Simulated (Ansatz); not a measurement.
Si3N4:
```cif
data_N32Si24
_chemical_formula_sum 'Si24 N32'
_space_group_name_H-M_alt 'Fd-3m :1'
_space_group_IT_number 227
_space_group_name_Hall 'F 4d 2 3 -1d'
_cell_length_a 7.74377
_cell_length_b 7.74377
_cell_length_c 7.74377
_cell_angle_alpha 90.000
_cell_angle_beta 90.000
_cell_angle_gamma 90.000
loop_
_atom_site_label
_atom_site_type_symbol
_atom_site_symmetry_multiplicity
_atom_site_Wyckoff_symbol
_atom_site_fract_x
_atom_site_fract_y
_atom_site_fract_z
_atom_site_occupancy
Si1 Si 16 c 0.12500 0.12500 0.12500 1
Si2 Si 8 b 0.50000 0.50000 0.50000 1
N1 N 32 e 0.36755 0.36755 0.36755 1
```
(The calculation used a cell of 14 atoms; values per cell refer to that cell.)

Relaxed with PBEsol.

Problem. Give the optical modes at the zone centre with their infrared activity from DFPT, PBEsol in the plane-wave PAW code Ansatz.

Solution. Transverse frequencies, without the LO–TO term; a row sums one degenerate level.

```csv
ω (cm⁻¹),degeneracy,IR ((D/Å)²/amu),activity
309,3,0.00,IR-inactive
397,3,2.36,IR
407,3,0.00,IR-inactive
441,2,0.00,IR-inactive
493,3,0.00,IR-inactive
509,2,0.00,IR-inactive
603,3,328.05,IR
617,3,0.00,IR-inactive
712,3,0.00,IR-inactive
719,3,26.46,IR
758,2,0.00,IR-inactive
771,1,0.00,IR-inactive
801,3,139.03,IR
822,3,0.00,IR-inactive
927,1,0.00,IR-inactive
954,1,0.00,IR-inactive
```

Problem. How high does the top mode go among those that the LO–TO term moves?

Solution. 1026 cm⁻¹ for q along x.

The PBEsol relaxation kept the symmetry of its start; of distortions, only those at the zone centre were tested.

Potentials: the later of the program's two PAW sets.
